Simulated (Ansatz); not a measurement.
HfSi:
```cif
data_Hf4Si4
_chemical_formula_sum 'Hf4 Si4'
_space_group_name_H-M_alt 'P 1'
_space_group_IT_number 1
_cell_length_a 6.86238
_cell_length_b 3.77470
_cell_length_c 5.22581
_cell_angle_alpha 90.000
_cell_angle_beta 90.000
_cell_angle_gamma 90.000
loop_
_space_group_symop_operation_xyz
  'x, y, z'
loop_
_atom_site_label
_atom_site_type_symbol
_atom_site_fract_x
_atom_site_fract_y
_atom_site_fract_z
_atom_site_occupancy
Hf1 Hf 0.67547 0.25000 0.37395 1
Hf2 Hf 0.32453 0.75000 0.62605 1
Hf3 Hf 0.82453 0.75000 0.87395 1
Hf4 Hf 0.17547 0.25000 0.12605 1
Si1 Si 0.54301 0.25000 0.86096 1
Si2 Si 0.45699 0.75000 0.13904 1
Si3 Si 0.95699 0.75000 0.36096 1
Si4 Si 0.04301 0.25000 0.63904 1
```

This is the r²SCAN-relaxed structure.

Task: All from plane-wave PAW r²SCAN (Ansatz code), unless another level is named. Estimate the electronic character.

Result: metallic (no gap).

Task: And the formation energy from the elements (no fitted shifts)?

Result: -0.86 eV/atom.

Task: And the density of states at the Fermi level?

Result: 0.16 states/eV per atom (mean over ±0.08 eV).

Space group Pnma. The workflow started from a Materials Project entry (that database holds measured and hypothetical structures alike); the Crystallography Open Database files this formula in space group No. 62, but the cells were not matched. Whether it is the stable phase at ambient conditions was not checked. Symmetry was held in the r²SCAN relaxation; whether a distortion lowers the energy is not shown. No spin polarisation was allowed. The references are the lowest solids computed at this level, not always the standard phases. Scalar-relativistic: spin–orbit coupling is off unless named, which matters more the heavier the elements.

Potentials: the later of the program's two PAW sets.
